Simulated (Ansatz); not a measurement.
# Si3N4: what each run costs

Cell: 14 atoms, space group P6_3/m, a = 7.632 Å, b = 7.632 Å, c = 2.919 Å, α = 90.00°, β = 90.00°, γ = 120.00°.

All runs are DFT with Ansatz 0.2.0 on 1 thread of Intel Xeon Platinum 8488C (Sapphire Rapids) (x86_64; 64 cores open to the job, memory cap 2.5 GiB, no GPU), a shared host.

Question: Rank the runs by wall time, shortest first.
A. single point at relaxed positions, r2SCAN, 500 eV, 4×4×9 k-points, smearing 0.02 eV
B. single point, PBE, 420 eV, 4×4×9 k-points, smearing 0.02 eV
C. relaxation of the ions, PBE, 420 eV, 4×4×9 k-points, smearing 0.02 eV

Answer: B (14 s, 0.56 GiB), A (24 s, 0.96 GiB), C (54 s, 0.59 GiB).
